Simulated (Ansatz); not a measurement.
Input file for Ansatz (a first-principles code):

Ansatz 0.2 input:
```yaml
crystal:
  lattice:
    - [5.912611468, 0.0, 0.0]
    - [0.0, 5.912611468, 0.0]
    - [0.0, 0.0, 2.9445341291]
  atoms:
    - { symbol: Ru, position: [0.0, 0.0, 0.0] }
    - { symbol: Ru, position: [0.5, 0.5, 0.5] }
    - { symbol: Si, position: [0.2792962276, 0.2792962276, 0.0] }
    - { symbol: Si, position: [0.7207037724, 0.7207037724, 0.0] }
    - { symbol: Si, position: [0.2207037724, 0.7792962276, 0.5] }
    - { symbol: Si, position: [0.7792962276, 0.2207037724, 0.5] }
kpoints:
  mp_grid: { grid: [5, 5, 10] }
  band_path:
    path:
      - [[0.0, 0.0, 0.0], [0.0, 0.5, 0.0], [0.5, 0.5, 0.0], [0.0, 0.0, 0.0], [0.0, 0.0, 0.5], [0.0, 0.5, 0.5], [0.5, 0.5, 0.5], [0.0, 0.0, 0.5]]  # Γ-X-M-Γ-Z-R-A-Z
      - [[0.0, 0.5, 0.0], [0.0, 0.5, 0.5]]  # X-R
      - [[0.5, 0.5, 0.0], [0.5, 0.5, 0.5]]  # M-A
    npoints: 8
basis: { xc_grid: 2 }
hamiltonian:
  xc: pbesol
  pseudopotentials: { azcp: { folder: ./paw }, kind: paw_fr }
magnetization: { noncollinear: true, spin_orbit: true }
scf:
  n_extra_bands: 12
  convergence: { dr2_threshold: 0.0000000001 }
  occupations: { method: gaussian, width: 0.05 }
output: { eigenvalues: true }
```

Output (shortened):

```
Pseudopotential: Ru, paw, valence charge 16
Pseudopotential: Si, paw, valence charge 4
Functional definition: PBEsol
non-collinear run that drives no moment, with spin-orbit …
Crystal: 6 atoms, lattice volume = 102.938 Å³
Basis set: ecut = 420 eV, 1981 PW (Γ), exchange–correlation on 80×80×40 points (8 copies of the dense FFT grid, shifted against one another)
Bands: 60, of which v1, the nominal top of the filled ones, is band 48 counted from 1 (47 counted from 0)
Symmetry: 16 space group operations + 16 with time reversal
k-points: 36 of 250
Projection manifold: j_resolved (fully-relativistic pseudo-atomic orbitals)
SCF iter   1: F=—  HF=-14125.600494 eV  |F-HF|=—  |Δ(HF+E_count)|=         —  Δρ=8.87e-2  dr2=7.67e0  dr2_m=0.00e0 (ungated)  ethr=3.10e-3  |M|=0.00e0 ∫|m|=0.00e0 μB  |m|>n=0.0e0 m-floor=0.0e0 τ_xc=0.0e0  β_m=0.30  ⟨swp⟩=6.1  Hψ=5101  notcnv=0  defer=6
preconditioner: auto → Resta (q_TF=auto, 2.403 Å⁻¹)
spin=Noncollinear: Resta preconditioning applied to the charge; magnetization (m_x, m_y, m_z) channels mix plain (no charge-response kernel on spin).
SCF iter   2: F=—  HF=-14124.226767 eV  |F-HF|=—  |Δ(HF+E_count)|=    1.37e0  Δρ=4.75e-2  dr2=2.19e0  dr2_m=0.00e0 (ungated)  ethr=3.10e-3  |M|=0.00e0 ∫|m|=0.00e0 μB  |m|>n=0.0e0 m-floor=0.0e0 τ_xc=0.0e0  β_m=0.42  ⟨swp⟩=3.1  Hψ=2138  notcnv=0  defer=230
SCF iter   3: F=—  HF=-14123.691351 eV  |F-HF|=—  |Δ(HF+E_count)|=   5.35e-1  Δρ=2.36e-2  dr2=7.24e-1  dr2_m=0.00e0 (ungated)  ethr=3.10e-3  |M|=0.00e0 ∫|m|=0.00e0 μB  |m|>n=0.0e0 m-floor=0.0e0 τ_xc=0.0e0  β_m=0.70  ⟨swp⟩=2.9  Hψ=1597  notcnv=0  defer=230
SCF iter   4: F=—  HF=-14123.449528 eV  |F-HF|=—  |Δ(HF+E_count)|=   2.42e-1  Δρ=2.86e-3  dr2=1.04e-2  dr2_m=0.00e0 (ungated)  ethr=1.51e-3  |M|=0.00e0 ∫|m|=0.00e0 μB  |m|>n=0.0e0 m-floor=0.0e0 τ_xc=0.0e0  β_m=0.85  ⟨swp⟩=2.0  Hψ=1636  notcnv=0  defer=234
SCF iter   5: F=—  HF=-14123.450494 eV  |F-HF|=—  |Δ(HF+E_count)|=   9.66e-4  Δρ=8.99e-4  dr2=1.35e-3  dr2_m=0.00e0 (ungated)  ethr=2.17e-5  |M|=0.00e0 ∫|m|=0.00e0 μB  |m|>n=0.0e0 m-floor=0.0e0 τ_xc=0.0e0  β_m=0.92  ⟨swp⟩=2.3  Hψ=1759  notcnv=0  defer=230
SCF iter   6: F=—  HF=-14123.450674 eV  |F-HF|=—  |Δ(HF+E_count)|=   1.80e-4  Δρ=1.32e-4  dr2=1.87e-5  dr2_m=0.00e0 (ungated)  ethr=2.82e-6  |M|=0.00e0 ∫|m|=0.00e0 μB  |m|>n=0.0e0 m-floor=0.0e0 τ_xc=0.0e0  β_m=0.96  ⟨swp⟩=2.4  Hψ=1463  notcnv=0  defer=230
SCF iter   7: F=—  HF=-14123.450687 eV  |F-HF|=—  |Δ(HF+E_count)|=   1.28e-5  Δρ=3.05e-5  dr2=1.06e-6  dr2_m=0.00e0 (ungated)  ethr=3.90e-8  |M|=0.00e0 ∫|m|=0.00e0 μB  |m|>n=0.0e0 m-floor=0.0e0 τ_xc=0.0e0  β_m=0.98  ⟨swp⟩=2.0  Hψ=1528  notcnv=0  defer=230
SCF iter   8: F=—  HF=-14123.450686 eV  |F-HF|=—  |Δ(HF+E_count)|=   7.18e-7  Δρ=7.39e-6  dr2=7.84e-8  dr2_m=0.00e0 (ungated)  ethr=2.20e-9  |M|=0.00e0 ∫|m|=0.00e0 μB  |m|>n=0.0e0 m-floor=0.0e0 τ_xc=0.0e0  β_m=0.99  ⟨swp⟩=2.2  Hψ=1534  notcnv=0  defer=230
SCF iter  10: F=-14123.450686 eV  HF=-14123.450686 eV  |F-HF|=0.00e0  |Δ(HF+E_count)|=  4.91e-11  Δρ=8.97e-8  dr2=5.53e-12  dr2_m=0.00e0 (ungated)  ethr=1.00e-12  |M|=0.00e0 ∫|m|=0.00e0 μB  |m|>n=0.0e0 m-floor=0.0e0 τ_xc=0.0e0  ⟨swp⟩=9.8  Hψ=3558  notcnv=0
SCF 1 converged in 10 iterations: F = -14123.450686 eV  dr2 = 5.53e-12
NSCF: frozen V_eff on 75 k-points
SCF converged after 10 iterations
Magnetization: |M| = 0.0000 μB,  M = (+0.0000, +0.0000, +0.0000) μB
Absolute magnetization: 0.0000 μB (∫|m|)
  site 0: m = (+0.0000, +0.0000, +0.0000) μB, |m| = 0.0000 μB  (R = 0.96 Å)
  site 1: m = (+0.0000, +0.0000, +0.0000) μB, |m| = 0.0000 μB  (R = 0.96 Å)
  site 2: m = (+0.0000, +0.0000, +0.0000) μB, |m| = 0.0000 μB  (R = 0.96 Å)
  site 3: m = (+0.0000, +0.0000, +0.0000) μB, |m| = 0.0000 μB  (R = 0.96 Å)
  site 4: m = (+0.0000, +0.0000, +0.0000) μB, |m| = 0.0000 μB  (R = 0.96 Å)
  site 5: m = (+0.0000, +0.0000, +0.0000) μB, |m| = 0.0000 μB  (R = 0.96 Å)
Free energy (F): -14123.450686 eV
Harris-Foulkes:  -14123.450686 eV  (|F-HF|=0.00e0)
Internal energy: -14123.450399 eV  (E = F + TS)
E sigma→0 (E₀):  -14123.450543 eV
Entropy (-TS):   -0.000287 eV (-0.048 meV/atom)
Fermi energy:    11.474256 eV
--- Per-component energies (eV) ---
  E_band       = -405.568217
  E_kinetic    = 1087.786123
  E_local      = -5030.676436  (includes V_loc(G=0)·N_el)
  E_nonlocal   = 918.442227
  E_hartree    = 1911.711577
  E_xc         = -564.749526
  E_vxc        = -623.881671  (∫ρ·V_xc dr)
  E_paw        = -8873.301696  (= ΣΔE_a)
  E_vpaw       = -580.662911  (= ΣTr[D̂ρ^β])
  E_aug_tail   = 0.001288  (compensation charges beyond the density's cutoff)
  E_ewald      = -3573.299898
  E_core_change = 0.635942  (= ΣΔE_core)
  E_smearing   = -0.000287  (= −TS)
  E_closure    = 0.000000  (closes the sum)
  Σ components = -14123.450686   (vs F -14123.450686, Δ=0.00e0)
  [band-id]    e_kinetic+e_local+e_nonlocal+2·e_hartree+e_vxc+e_vpaw+e_augmentation_tail = -405.568226   (vs E_band -405.568217, Δ=-8.84e-6)
--- Band table (eV; the first three rows and the last of 36) ---
  k-point 0: bands = ["-61.4382", "-61.4382", "-61.4380", "-61.4380", "-33.8439", "-33.8439", "-33.8412", "-33.8412", "-30.5345", "-30.5345", "-30.5289", "-30.5289", "-30.3556", "-30.3556", "-30.3538", "-30.3538", "-0.0770", "-0.0770", "3.1075", "3.1075", …
  k-point 1: bands = ["-61.4363", "-61.4363", "-61.4362", "-61.4362", "-33.8483", "-33.8483", "-33.8458", "-33.8458", "-30.5324", "-30.5324", "-30.5271", "-30.5271", "-30.3715", "-30.3715", "-30.3699", "-30.3699", "0.1014", "0.1014", "3.1894", "3.1894", …
  k-point 2: bands = ["-61.4315", "-61.4315", "-61.4313", "-61.4313", "-33.8601", "-33.8601", "-33.8581", "-33.8581", "-30.5280", "-30.5280", "-30.5239", "-30.5239", "-30.4112", "-30.4112", "-30.4102", "-30.4102", "0.6261", "0.6261", "3.4118", "3.4118", …
  k-point 35: bands = ["-61.4187", "-61.4187", "-61.4187", "-61.4187", "-33.8926", "-33.8926", "-33.8924", "-33.8924", "-30.5520", "-30.5520", "-30.5516", "-30.5516", "-30.4756", "-30.4756", "-30.4748", "-30.4748", "3.6627", "3.6627", "3.7941", "3.7941", …
```

Cost: about 90 core-seconds (a rough figure) on shared cores.

Space group P4_2/mnm. The start of the workflow was typed in or built on a structure type; neither database checked (COD, Materials Project) lists it. Its standing as an ambient phase is unchecked. The cell was relaxed with PBEsol under the symmetry of its start; whether a distortion lowers the energy is not shown. The run is not spin-polarised. The volume moved by 18 % from the start of the relaxation.

Potentials: the earlier of the program's two PAW sets. The files were generated under PBE; for other functionals the program regenerates the frozen cores, and for LDA and PBEsol the local potential too.

Ansatz is a plane-wave DFT program.
